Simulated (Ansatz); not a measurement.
**How settings move the G0W0 gap of SnSe2 (P-3m1)**

SnSe2 (started from an entry of an open crystallographic database), relaxed with r2SCAN+rVV10; one-shot G0W0 in Ansatz without spin-orbit coupling. Spin-unpolarised throughout; all numbers are computed.

Space group P-3m1 (No. 164). a = 3.825 Å, b = 3.825 Å, c = 6.227 Å, α = 90.00°, β = 90.00°, γ = 120.00°
```json
{"atom": "Sn", "site": "1a", "symmetry": "-3m.", "x": "0.0000", "y": "0.0000", "z": "0.0000"}
{"atom": "Se", "site": "2d", "symmetry": "3m.", "x": "0.3333", "y": "0.6667", "z": "0.2531"}
```

Gaps are read over the mesh points alone. G0W0 values are finite-basis, finite-mesh values.

| start | potentials | frequency model | mesh | empty bands | screening cutoff (eV) | Kohn-Sham gap (eV) | G0W0 gap (eV) | rough cost |
| --- | --- | --- | --- | --- | --- | --- | --- | --- |
| PBE | PAW | contour deformation | 6×6×2 | 128 | 80 | 0.79 | 1.27 | 50 core-seconds |
| PBE | PAW | contour deformation | 6×6×2 | 296 | 140 | 0.79 | 1.29 | 3 core-minutes |
| PBE | PAW | contour deformation | 6×6×2 | 545 | 210 | 0.79 | 1.29 | 14 core-minutes |
| HSE06 | PAW | contour deformation | 6×6×2 | 296 | 140 | 1.41 | 1.63 | 6 core-minutes |
| LDA | PAW | contour deformation | 6×6×2 | 296 | 140 | 0.66 | 1.19 | 3 core-minutes |
| r2SCAN | PAW | contour deformation | 6×6×2 | 296 | 140 | 1.07 | 1.47 | 3 core-minutes |
| PBE | PAW | Godby-Needs pole | 6×6×2 | 296 | 140 | 0.79 | 1.34 | 4 core-minutes |
| PBE | PAW | contour deformation | 6×6×4 | 128 | 80 | 0.79 | 1.27 | 2.8 core-minutes |
| PBE | norm-conserving | contour deformation | 6×6×2 | 296 | 140 | 0.79 | 1.30 | 6 core-minutes |

Over the mesh points the PBE gap of 0.79 eV becomes a quasiparticle gap of 1.29 eV (Γ–M (0.33 of the way from Γ) to L), a change of +0.50 eV. Renormalisation factors Z lie between 0.67 and 0.78.

Raising bands and cutoff together moves the gap by +0.02 eV (80 to 140 eV), then 0.00 eV (140 to 210 eV); the last step is small, which bounds nothing strictly. Starting from HSE06 (1.41 eV against PBE's 0.79 eV) gives 1.63 eV, +0.34 eV from G0W0@PBE at the same screening cutoff. Starting from LDA (0.66 eV against PBE's 0.79 eV) gives 1.19 eV, -0.10 eV from G0W0@PBE at the same screening cutoff. Starting from r2SCAN (1.07 eV against PBE's 0.79 eV) gives 1.47 eV, +0.18 eV from G0W0@PBE at the same screening cutoff. The Godby-Needs plasmon pole differs from contour deformation by +0.05 eV. A 6×6×4 mesh in place of 6×6×2 changes the opening over PBE by 0.00 eV (the gap on the mesh by 0.00 eV). Norm-conserving potentials (wave cutoff 1170 eV against 420 eV) shift the quasiparticle gap by +0.01 eV and the PBE gap by 0.00 eV. r2SCAN runs take a wave cutoff of 500 eV.
